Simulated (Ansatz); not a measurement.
C:
```
CELL_PARAMETERS angstrom
     -2.18234     2.18234     1.25088
      2.18234    -2.18234     1.25088
      2.18234     2.18234    -1.25088
ATOMIC_POSITIONS crystal
  C  0.18030 0.18030 0.36061
  C  0.18030 0.81970 0.00000
  C  0.81970 0.18030 0.00000
  C  0.81970 0.81970 0.63939
```

Relaxed with r²SCAN. Special points in fractions of this cell's reciprocal vectors: Γ (0.000, 0.000, 0.000); X (0.000, 0.000, 0.500); M (-0.500, 0.500, 0.500); Z (0.332, 0.332, -0.332); Z0 (-0.332, 0.668, 0.332); P (0.250, 0.250, 0.250); N (0.000, 0.500, 0.000).

Problem. List the band energies nearest the valence-band maximum at these points for r²SCAN in the plane-wave PAW code Ansatz.

Solution. In eV from the valence-band maximum; about four levels below and three above (degenerate sets whole), none deeper than 8.9 eV; points with the same levels are listed once.

```json
[
 {"k": "Γ", "below": "-7.65 -3.51 -3.51 -0.98", "above": "4.69 4.99 4.99"},
 {"k": "X", "below": "-6.37 -4.53 -3.94 -3.73", "above": "5.52 6.78 7.55"},
 {"k": "M", "below": "-6.69 -0.72 0.00 0.00", "above": "4.96 6.92 10.09"},
 {"k": "Z", "below": "-5.89 -3.05 -3.05", "above": "8.14 9.07 11.34 11.34"},
 {"k": "P", "below": "-7.23 -4.56 -4.43 -4.43", "above": "5.45 5.87 5.87"},
 {"k": "N", "below": "-6.84 -5.34 -3.42", "above": "4.68 8.12 8.60"}
]
```

Space group I4/mmm. The start of the workflow was typed in or built on a structure type; the Crystallography Open Database copy checked does not list it. It is not the phase usual at ambient conditions (space group No. 194, 227). The cell was relaxed with r²SCAN under the symmetry of its start; whether a distortion lowers the energy is not shown.

Potentials: the later of the program's two PAW sets.
